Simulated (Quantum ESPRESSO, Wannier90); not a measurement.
## Wannier functions of MgSe (wurtzite)

Materials Project entry mp-1018040; symmetrised, unrelaxed at this level. Not found in the COD (Crystallography Open Database) copy used, which has the formula in other groups; not checked further. Level: LDA, no spin polarisation, no spin-orbit coupling; pw.x of Quantum ESPRESSO at 69 Ry with PseudoDojo potentials, 12×12×4 k-points, Wannier90. Density: 12×12×6 mesh, cold smearing 0.01 Ry. Spin-orbit coupling, left out, would split the p-like bands by a few tenths of an eV.

```
begin unit_cell_cart
ang
    4.2214698868    0.0000000000    0.0000000000
   -2.1107349434    3.6559001633    0.0000000000
    0.0000000000    0.0000000000    6.8167200000
end unit_cell_cart
mp_grid = 12 12 4
```

Neighbour vectors b of the finite-difference formula (Å⁻¹), by shell:

| shell | b_x | b_y | b_z |
|---|---|---|---|
| 1 | 0.00000 | 0.14322 | 0.00000 |
| 1 | 0.12403 | 0.07161 | 0.00000 |
| 1 | 0.00000 | -0.14322 | 0.00000 |
| 1 | 0.12403 | -0.07161 | 0.00000 |
| 1 | -0.12403 | -0.07161 | 0.00000 |
| 1 | -0.12403 | 0.07161 | 0.00000 |
| 2 | 0.00000 | 0.00000 | 0.23043 |
| 2 | 0.00000 | 0.00000 | -0.23043 |

Q: Find the weights w_b from the completeness condition Σ_b w_b b_α b_β = δ_αβ.

A: Shell 1: Σ b_x² = 0.062, Σ b_y² = 0.062, Σ b_z² = 0.000 Å⁻²
Shell 2: Σ b_x² = 0.000, Σ b_y² = 0.000, Σ b_z² = 0.106 Å⁻²
Each of the three diagonal sums, weighted, has to give 1 and the off-diagonal ones 0, which holds for w_1 = 16.3 Å², w_2 = 9.42 Å². Check on xx: 16.25×0.062 + 9.42×0.000 = 1.01.

On this mesh the 8 functions of bands 19-26 (valence bands; start: SCDM (isolated), conv_tol = 1.0e-6) end with spreads 1.6904, 1.6904, 1.6904, 1.6904, 1.6904, 1.6904, 1.6980, 1.6980 Å², Ω_I = 11.8577 Å² and Ω_D = 0.0019 Å².

Ω_total is the sum of the spreads, 13.538 Å². Ω_OD = Ω_total − Ω_I − Ω_D = 1.679 Å². Only (Ω_D + Ω_OD)/Ω_total = 12.4 % depends on the gauge, and another start could lower the total by that share at most. The rms radius is √(Ω_total/8) = 1.30 Å.
